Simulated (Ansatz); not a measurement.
An Ansatz (a first-principles code) run. Input:

Ansatz 0.2 input:
```yaml
crystal:
  lattice:
    - [5.9708375315, 0.0, 0.0]
    - [0.0, 5.9708375315, 0.0]
    - [0.0, 0.0, 5.9708375315]
  atoms:
    - { symbol: Ru, position: [0.0, 0.5, 0.5] }
    - { symbol: Ru, position: [0.5, 0.5, 0.0] }
    - { symbol: Ru, position: [0.5, 0.0, 0.5] }
    - { symbol: Ru, position: [0.0, 0.0, 0.0] }
    - { symbol: Se, position: [0.3802915814, 0.1197084186, 0.8802915814] }
    - { symbol: Se, position: [0.6197084186, 0.8802915814, 0.1197084186] }
    - { symbol: Se, position: [0.1197084186, 0.8802915814, 0.3802915814] }
    - { symbol: Se, position: [0.8802915814, 0.1197084186, 0.6197084186] }
    - { symbol: Se, position: [0.8802915814, 0.3802915814, 0.1197084186] }
    - { symbol: Se, position: [0.1197084186, 0.6197084186, 0.8802915814] }
    - { symbol: Se, position: [0.6197084186, 0.6197084186, 0.6197084186] }
    - { symbol: Se, position: [0.3802915814, 0.3802915814, 0.3802915814] }
kpoints:
  mp_grid: { grid: [3, 3, 3] }
hamiltonian:
  xc: hse06
  pseudopotentials: { kind: paw }
scf:
  n_extra_bands: 12
  occupations: { method: fixed }
output:
  eigenvalues: true
  eigenstates:
    e_range: [-9.0, 8.8]
    kpoints:
      - [0.0, 0.0, 0.416667]  # VBM
      - [0.0, 0.0, 0.0]  # CBM
      - [0.0, 0.0, 0.0]  # GAMMA
      - [0.5, 0.5, 0.5]  # R
      - [0.5, 0.5, 0.0]  # M
      - [0.0, 0.5, 0.0]  # X
      - [0.5, 0.0, 0.0]  # X_1
```

Output (shortened):

```
Pseudopotential: Ru, paw, valence charge 16
Pseudopotential: Se, paw, valence charge 16
Functional definition: HSE06
davidson cushion auto → on  (no smearing: the cushion is to keep the highest requested band from converging to the state above it …
Crystal: 12 atoms, lattice volume = 212.866 Å³
Basis set: ecut = 420 eV, 4139 PW (Γ)
Bands: 108, of which v1, the nominal top of the filled ones, is band 96 counted from 1 (95 counted from 0)
Symmetry: 24 space group operations
Space group: Pa-3 (ITA 205), of the structure as read, at distance tolerance 6.0e-5 Å
k-points: 4 of 27
SCF iter   1: F=—  HF=-67272.363438 eV  |F-HF|=—  |Δ(HF+E_count)|=         —  Δρ=2.04e-3  dr2=4.01e-3  ethr=1.77e-3  ⟨swp⟩=5.0  Hψ=1689  notcnv=0
preconditioner: auto → none
SCF iter   2: F=—  HF=-67272.366750 eV  |F-HF|=—  |Δ(HF+E_count)|=   3.31e-3  Δρ=1.53e-3  dr2=6.79e-3  ethr=2.09e-6  ⟨swp⟩=4.0  Hψ=1520  notcnv=0
SCF iter   3: F=—  HF=-67272.366664 eV  |F-HF|=—  |Δ(HF+E_count)|=   8.61e-5  Δρ=1.18e-3  dr2=3.85e-3  ethr=2.09e-6  ⟨swp⟩=3.2  Hψ=1103  notcnv=0
SCF iter   4: F=—  HF=-67272.366414 eV  |F-HF|=—  |Δ(HF+E_count)|=   2.50e-4  Δρ=5.33e-4  dr2=6.20e-4  ethr=2.00e-6  ⟨swp⟩=2.0  Hψ=952  notcnv=0
iter 5 solved again at ethr=1.47e-8 eV; its pass at ethr=3.23e-7 eV (dr2=2.81e-5 eV) is discarded
SCF iter   5: F=—  HF=-67272.366456 eV  |F-HF|=—  |Δ(HF+E_count)|=   4.24e-5  Δρ=1.20e-4  dr2=2.85e-5  ethr=1.47e-8  ⟨swp⟩=2.5  Hψ=1953  notcnv=0
SCF iter   6: F=-67272.366461 eV  HF=-67272.366461 eV  |F-HF|=1.99e-7  |Δ(HF+E_count)|=   4.99e-6  Δρ=1.53e-5  dr2=4.70e-7  ethr=1.47e-8  ⟨swp⟩=3.0  Hψ=1041  notcnv=0
SCF 1 stopped early in 6 iterations: F = -67272.366461 eV  dr2 = 4.70e-7
Crystal: 12 atoms, lattice volume = 212.866 Å³
Exchange kernel: α = 0.2500, screened, ω = 0.2079 Å⁻¹, Wigner–Seitz truncation, v(0) = 1042.1587 eV·Å³, q-mesh 3×3×3, nearest image of the exchange supercell L …
Frozen-core exchange: fock
SCF iter   1: F=—  HF=-67292.894226 eV  |F-HF|=—  |Δ(HF+E_count)|=         —  Δρ=1.22e-2  dr2=9.57e-2  ethr=2.45e-9  ⟨swp⟩=8.5  Hψ=2745  notcnv=0
preconditioner: auto → none
SCF iter   2: F=—  HF=-67292.838493 eV  |F-HF|=—  |Δ(HF+E_count)|=   5.57e-2  Δρ=5.68e-3  dr2=2.70e-2  ethr=2.45e-9  ⟨swp⟩=5.8  Hψ=2211  notcnv=0
SCF iter   3: F=—  HF=-67292.839062 eV  |F-HF|=—  |Δ(HF+E_count)|=   5.68e-4  Δρ=3.43e-3  dr2=4.69e-2  ethr=2.45e-9  ⟨swp⟩=6.2  Hψ=2034  notcnv=0
SCF iter   4: F=—  HF=-67292.831907 eV  |F-HF|=—  |Δ(HF+E_count)|=   7.15e-3  Δρ=1.04e-3  dr2=3.20e-2  ethr=2.45e-9  ⟨swp⟩=5.5  Hψ=1988  notcnv=0
SCF iter   5: F=—  HF=-67292.987594 eV  |F-HF|=—  |Δ(HF+E_count)|=   1.56e-1  Δρ=3.47e-3  dr2=6.96e-3  ethr=2.45e-9  ⟨swp⟩=6.2  Hψ=2233  notcnv=0
SCF iter   6: F=—  HF=-67292.985812 eV  |F-HF|=—  |Δ(HF+E_count)|=   1.78e-3  Δρ=6.74e-4  dr2=2.71e-3  ethr=2.45e-9  ⟨swp⟩=4.2  Hψ=1802  notcnv=0
SCF iter   7: F=—  HF=-67292.997123 eV  |F-HF|=—  |Δ(HF+E_count)|=   1.13e-2  Δρ=1.04e-3  dr2=7.23e-4  ethr=2.45e-9  ⟨swp⟩=5.0  Hψ=1906  notcnv=0
SCF iter   8: F=-67292.996939 eV  HF=-67292.996939 eV  |F-HF|=4.56e-7  |Δ(HF+E_count)|=   1.84e-4  Δρ=5.93e-5  dr2=2.06e-4  ethr=2.45e-9  ⟨swp⟩=4.0  Hψ=1751  notcnv=0
SCF 2 stopped early in 8 iterations: F = -67292.996939 eV  dr2 = 2.06e-4
hybrid outer 1: dexx = +2.202e-1 eV, tail = 2.07e-3 eV
Crystal: 12 atoms, lattice volume = 212.866 Å³
Exchange kernel: α = 0.2500, screened, ω = 0.2079 Å⁻¹, Wigner–Seitz truncation, v(0) = 1042.1587 eV·Å³, q-mesh 3×3×3, nearest image of the exchange supercell L …
Frozen-core exchange: fock
SCF iter   1: F=—  HF=-67293.001717 eV  |F-HF|=—  |Δ(HF+E_count)|=         —  Δρ=3.87e-4  dr2=8.87e-5  ethr=5.39e-6  ⟨swp⟩=2.2  Hψ=955  notcnv=0
preconditioner: auto → none
SCF iter   2: F=—  HF=-67293.001847 eV  |F-HF|=—  |Δ(HF+E_count)|=   1.29e-4  Δρ=1.49e-4  dr2=1.05e-5  ethr=3.13e-8  ⟨swp⟩=4.0  Hψ=1491  notcnv=0
SCF iter   3: F=—  HF=-67293.001853 eV  |F-HF|=—  |Δ(HF+E_count)|=   6.13e-6  Δρ=4.74e-5  dr2=1.11e-6  ethr=4.45e-9  ⟨swp⟩=3.0  Hψ=1018  notcnv=0
SCF iter   4: F=-67293.001853 eV  HF=-67293.001853 eV  |F-HF|=1.29e-8  |Δ(HF+E_count)|=   1.91e-7  Δρ=1.53e-5  dr2=2.24e-7  ethr=5.22e-10  ⟨swp⟩=3.0  Hψ=971  notcnv=0
SCF 3 stopped early in 4 iterations: F = -67293.001853 eV  dr2 = 2.24e-7
hybrid outer 2: dexx = +1.862e-4 eV, tail = 2.20e-6 eV, Δε = 7.14e-3 eV (about 3.29e-4 eV left of the loop's levels)
Crystal: 12 atoms, lattice volume = 212.866 Å³
Exchange kernel: α = 0.2500, screened, ω = 0.2079 Å⁻¹, Wigner–Seitz truncation, v(0) = 1042.1587 eV·Å³, q-mesh 3×3×3, nearest image of the exchange supercell L …
Frozen-core exchange: fock
SCF iter   1: F=—  HF=-67293.001868 eV  |F-HF|=—  |Δ(HF+E_count)|=         —  Δρ=1.50e-5  dr2=1.02e-7  ethr=5.72e-9  ⟨swp⟩=3.0  Hψ=1024  notcnv=0
preconditioner: auto → none
iter 2 solved again at ethr=1.00e-12 eV; its pass at ethr=3.79e-11 eV (dr2=1.28e-9 eV) is discarded
SCF iter   2: F=-67293.001868 eV  HF=-67293.001868 eV  |F-HF|=4.37e-10  |Δ(HF+E_count)|=   5.31e-9  Δρ=1.79e-6  dr2=2.71e-8  ethr=3.31e-12 (applied; sched 1.00e-12)  ⟨swp⟩=2.5  Hψ=2247  notcnv=0
SCF 4 converged in 2 iterations: F = -67293.001868 eV  dr2 = 2.71e-8
hybrid outer 3: dexx = +1.112e-7 eV, tail = 5.60e-8 eV, Δε = 1.82e-4 eV (about 4.43e-5 eV left of the loop's levels)
NSCF: frozen V_eff on 7 k-points
hybrid SCF converged: 3 outer / 14 inner (+6 warm-up), last move |dexx| = 1.11e-7 eV, tail = 5.60e-8 eV
Stability not checked (fock_operator)
Free energy (F): -67293.001868 eV
Frozen-core exchange: fock
Harris-Foulkes:  -67293.001868 eV  (|F-HF|=4.37e-10)
Internal energy: -67293.001868 eV  (E = F + TS)
E sigma→0 (E₀):  -67293.001868 eV
Fermi energy:    13.309448 eV
--- Per-component energies (eV) ---
  E_band       = -3642.999665
  E_kinetic    = 3009.706917
  E_local      = -22841.720476  (includes V_loc(G=0)·N_el)
  E_nonlocal   = -3383.131788
  E_hartree    = 10502.749142
  E_xc         = -1281.564786
  E_vxc        = -1391.853686  (∫ρ·V_xc dr)
  E_exx        = -768.685587  (= α·E_x^exact, valence–valence)
  E_paw        = -28699.537340  (= ΣΔE_a)
  E_vpaw       = 1495.876438  (= ΣTr[D̂ρ^β])
  E_aug_tail   = -0.005579  (compensation charges beyond the density's cutoff)
  E_ewald      = -23820.283030
  E_core_change = -10.529342  (= ΣΔE_core)
  E_smearing   =  0.000000  (= −TS)
  E_closure    =  0.000000  (closes the sum)
  Σ components = -67293.001868   (vs F -67293.001868, Δ=1.46e-11)
  [band-id]    e_kinetic+e_local+e_nonlocal+2·e_hartree+e_vxc+2·e_exx+e_vpaw+e_augmentation_tail = -3643.001064   (vs E_band -3642.999665, Δ=-1.40e-3)
--- Band table (eV) ---
  k-point 0: bands = ["-62.1822", "-62.1822", "-62.1822", "-62.1821", "-38.4143", "-38.4143", "-38.4143", "-38.4130", "-38.3626", "-38.3614", "-38.3614", "-38.3614", "-38.3441", "-38.3441", "-38.3441", "-38.3431", "-38.3431", "-38.3424", "-38.3424", …
  k-point 1: bands = ["-62.1822", "-62.1822", "-62.1821", "-62.1821", "-38.4146", "-38.4145", "-38.4142", "-38.4136", "-38.3621", "-38.3615", "-38.3612", "-38.3612", "-38.3438", "-38.3438", "-38.3437", "-38.3434", "-38.3429", "-38.3427", "-38.3426", …
  k-point 2: bands = ["-62.1821", "-62.1821", "-62.1821", "-62.1821", "-38.4147", "-38.4145", "-38.4145", "-38.4140", "-38.3617", "-38.3612", "-38.3612", "-38.3611", "-38.3438", "-38.3437", "-38.3434", "-38.3433", "-38.3429", "-38.3428", "-38.3424", …
  k-point 3: bands = ["-62.1821", "-62.1821", "-62.1821", "-62.1821", "-38.4147", "-38.4147", "-38.4147", "-38.4144", "-38.3613", "-38.3610", "-38.3610", "-38.3610", "-38.3438", "-38.3438", "-38.3435", "-38.3435", "-38.3426", "-38.3423", "-38.3423", …
```

Cost: very roughly 13 core-minutes on shared cores.

The points marked VBM and CBM come from a semilocal run.

The workflow started from a Materials Project entry (that database holds measured and hypothetical structures alike); the Crystallography Open Database files this formula in space group No. 205, but the cells were not matched. Its standing as an ambient phase is unchecked. The cell was relaxed with r²SCAN under the symmetry of its start; whether a distortion lowers the energy is not shown. The run is not spin-polarised. Scalar-relativistic: spin–orbit coupling is off unless named, which matters more the heavier the elements.

Potentials: the later of the program's two PAW sets.

Ansatz is a plane-wave DFT program.
